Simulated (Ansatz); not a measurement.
### Question
La (dhcp (α-La type), P6_3/mmc) is relaxed with DFT-PBEsol in the program Ansatz with PAW potentials. What lattice parameters of the conventional cell result?

### Answer
a = 3.649 Å, c = 11.757 Å.

The cell was relaxed with PBEsol under the symmetry of its start. Axis ratios of metals converge slowly with the k-mesh, so a and c are less sure than the volume. Spin–orbit coupling is left out wherever it is not named.

Potentials: the later of the program's two PAW sets.
